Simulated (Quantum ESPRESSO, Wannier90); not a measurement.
ZnTe (zinc blende): Wannier90 run

```xyz
2
Lattice="0.0000 3.0556 3.0556 3.0556 0.0000 3.0556 3.0556 3.0556 0.0000" Properties=species:S:1:pos:R:3 pbc="T T T"
Zn     3.0556     3.0556     3.0556
Te    -1.5278    -1.5278    -1.5278
```

Cell from Materials Project (mp-2176), symmetrised, no further relaxation. COD (Crystallography Open Database) has the formula in 3 space groups, this one among them (matched by group alone). Method: PBEsol plane waves in Quantum ESPRESSO 7.5 (PseudoDojo norm-conserving files, 68 Ry, no spin polarisation, no spin-orbit coupling), Bloch states on a 10×10×10 mesh through Γ, Wannier90 4.0.1. Density: 10×10×10 mesh, cold smearing 0.01 Ry. Spin-orbit coupling is left out although heavy elements are present.

Bands 16-18 form an isolated set from -5.16 to 0.00 eV relative to the valence-band maximum (on the path) and are turned into 3 Wannier functions by minimising the spread from the start: atomic waves Te 5p.

### Question
Where do the functions sit, how wide are they and what are they made of?

### Answer
| functions | spread (Å²) | nearest atom, distance (Å) | second atom, distance (Å) | weight on atomic waves |
|---|---|---|---|---|
| 3 | 4.10 | Te 0.00 | Zn 2.65 | Te 5p 79 %, Zn 4s 11 % |

Ω_I = 11.47 Å², Ω_total = 12.31 Å²; the interpolated bands follow pw.x to 7.9 meV rms on the path. Only this start was tried; a symmetric start can stop on a saddle, and mixtures of these functions could lower the total by at most Ω_total − Ω_I.
